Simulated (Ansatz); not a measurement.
How the vibrations of Cu3Pd change with volume

Theory: DFT PBEsol, scalar-relativistic, plane waves, PAW in Ansatz. Plane waves to 420 eV; Γ-centred k mesh 12×12×12; Fermi-Dirac smearing of 0.15 eV. No spin polarisation. Phonons by linear response, acoustic sum rule imposed.

The cell, relaxed at this level:
```
Cu Pd
1.0
     3.65500    0.00000    0.00000
     0.00000    3.65500    0.00000
     0.00000    0.00000    3.65485
Cu Pd
3 1
Direct
  0.00000 0.50000 0.50000
  0.50000 0.00000 0.50000
  0.50000 0.50000 0.00000
  0.00000 0.00000 0.00000
```

In a metal, frequencies depend on the k mesh and the smearing, soft modes most.

Cells at 0.98 and 1.02 times the equilibrium volume were relaxed in shape and atoms; γ = −d ln ν / d ln V, modes matched by rank.

Task: Give the optical frequencies at Γ (cm⁻¹) at the three volumes and the mode Grüneisen parameters.

Result:
```tsv
0.98 V	V	1.02 V	γ	degeneracy
159	152	146	2.00	3
192	184	176	2.15	3
262	250	238	2.35	3
```

Task: What pressures hold the two strained cells, and what bulk modulus follows?

Result: 3.77 GPa at 0.98 V and -3.33 GPa at 1.02 V, so B = −dP/d ln V ≈ 177 GPa.